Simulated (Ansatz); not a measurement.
BW in space group Cmcm (No. 63; B on 4c, W on 4c), plane-wave PAW PBEsol (Ansatz code), all energies at zero smearing, with the estimated change up to a 700 eV cutoff added, with one set of potentials and settings (totals compare only within such a set). Cell of 4 atoms (2 B, 2 W): -20820.130 eV.

| element | reference phase | E (eV/atom) |
|---|---|---|
| B | R-3m, 12 atoms in the cell | -152.6698 |
| W | Im-3m, 1 atoms in the cell | -10256.5620 |

Formation energy per atom, worked out: (-20820.130 − 2×(-152.6698) − 2×(-10256.5620))/4 = -0.417 eV/atom (-40 kJ per mol of atoms), at 0 K, without zero-point energy or fitted corrections.

The first step of the workflow began from a Materials Project structure, measured or hypothetical; the Crystallography Open Database copy checked does not list it. COD files the formula under space group No. 141. Whether it is the stable phase at ambient conditions was not checked. The cell was relaxed with PBEsol under the symmetry of its start; whether a distortion lowers the energy is not shown. No spin polarisation was allowed. The references are the lowest solids computed at this level, not always the standard phases. Scalar-relativistic: spin–orbit coupling is off unless named, which matters more the heavier the elements.

Potentials: the later of the program's two PAW sets.
